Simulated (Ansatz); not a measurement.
PtO2F6, a known structure type with other elements, at an estimated volume

```
CELL_PARAMETERS angstrom
4.85358 0.00000 0.00000
-1.02019 4.77015 0.00000
-0.05935 -1.00134 4.81770
ATOMIC_POSITIONS crystal
F 0.08360 0.76710 0.67940
F 0.91640 0.23290 0.32060
F 0.30570 0.95310 0.20260
F 0.69430 0.04690 0.79740
Pt 0.00000 0.00000 0.00000
O 0.53920 0.42760 0.55360
O 0.46080 0.57240 0.44640
F 0.22820 0.32190 0.91010
F 0.77180 0.67810 0.08990
```

The numbers come from plane-wave PAW DFT (Ansatz): r2SCAN, no spin polarisation, 500 eV, 4×4×4 (shifted by 0.5, 0.5, 0 steps) k points, fermi-dirac occupations (width 0.1 eV). Nothing was relaxed.

Metal or insulator?

It is a metal, with about 11 states/eV a cell as the mean within 0.25 eV of the Fermi level, mostly F p (37 %), O p (35 %) and Pt d (27 %).

Where is the largest force?

The largest is on O6 (and as large on other atoms): 6.52 eV/Å, components (3.08, -4.92, 2.98). It makes 178° with the line to a nearest neighbour, O7 at 1.08 Å, pointing away from it.

What do density and ELF say about some of the short contacts?

O–O at 1.08 Å: least valence density 5.15 e/Å³ and ELF 0.77 there. F–Pt at 1.86 Å: least valence density 1.16 e/Å³ and ELF 0.23 there. These are pseudo-fields; inside the PAW spheres they differ from the all-electron ones.

What is the formation energy?

-0.88 eV an atom against the elements' usual phases (free molecules for gases, crystals otherwise, with no correction for O₂ or N₂), so it is bound against them; other compounds may still compete. Relaxing would lower it.

Is the cell too large or too small?

The pressure is 9.6 GPa (compression positive), so with the atoms held at these fractions the cell would first expand; the forces are large, so a full relaxation may end otherwise. The principal stresses 5.8, 6.1, 16.9 GPa differ, so its shape would change too.

Origin: a known structure type with other elements, at an estimated volume, so it need not be a known compound. Caveats: many states at the Fermi level without spin polarisation, so a magnetic state may lie lower; the Fermi level lies in a narrow band between gaps, which spin or distortion may split; the k mesh is coarse if the cell is a metal; atoms or cell far from equilibrium.
